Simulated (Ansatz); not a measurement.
### Question
Monolayer PtS2 (1T, P-3m1 in the vacuum cell, 3 atoms) is relaxed with LDA in the plane-wave PAW code Ansatz. What in-plane lattice and thickness result?

### Answer
a = 3.513 Å; 2.42 Å between the outermost nuclei.

Band gap: 1.75 eV (indirect). Valence-band maximum: on the K–Γ line, 48 % of the way from K. Conduction-band minimum: on the Γ–M line, 47 % of the way from Γ. Ionisation potential (Kohn–Sham): 6.53 eV. Electron affinity (Kohn–Sham): 4.77 eV. Electron effective mass, in the valley on the Γ–M line, 47 % of the way from Γ: 0.63 along x, 0.24 along y (mₑ). Hole effective mass, in the valley on the K–Γ line, 48 % of the way from K: 0.63 along x, 0.86 along y (mₑ).

A layer that has been made, often on a substrate. Symmetry was held in the LDA relaxation; whether a distortion lowers the energy is not shown. No spin polarisation was allowed. Scalar-relativistic: spin–orbit coupling is off unless named, which matters more the heavier the elements.

Potentials: the later of the program's two PAW sets.
